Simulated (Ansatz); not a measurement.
B$_{2}$Ir in space group P6_3/mmc (No. 194; Ir on 2c, B on 4f) under volume change, PBEsol (plane waves, PAW; program Ansatz), shape and atoms relaxed at each volume.

| V (Å³/atom) | E − E(relaxed) (meV/atom) | P (GPa) |
|---|---|---|
| 8.548 | 73.3 | 29.87 |
| 8.830 | 31.3 | 18.40 |
| 9.112 | ___ | ___ |
| 9.394 | 0.0 | 0.00 |
| 9.675 | 6.9 | -7.65 |
| 9.957 | 26.5 | -14.45 |
| 10.239 | ___ | ___ |

**Question.** What belongs in the gaps?

**Answer.** 
- 10.239, E − E(relaxed) (meV/atom): 57.3
- 10.239, P (GPa): -20.46
- 9.112, E − E(relaxed) (meV/atom): 7.5
- 9.112, P (GPa): 8.75

**Question.** What does a third-order Birch–Murnaghan fit give for V₀, B₀ and B′?

**Answer.** V₀ = 9.39 Å³/atom, B₀ = 272 GPa, B′ = 3.2.

The start of the workflow was typed in or built on a structure type; neither database checked (COD, Materials Project) lists it. Whether it is the stable phase at ambient conditions was not checked. The cell was relaxed with PBEsol under the symmetry of its start; whether a distortion lowers the energy is not shown. No spin polarisation was allowed. Spin–orbit coupling is left out wherever it is not named.

Potentials: the earlier of the program's two PAW sets. The files were generated under PBE; for other functionals the program regenerates the frozen cores, and for LDA and PBEsol the local potential too.
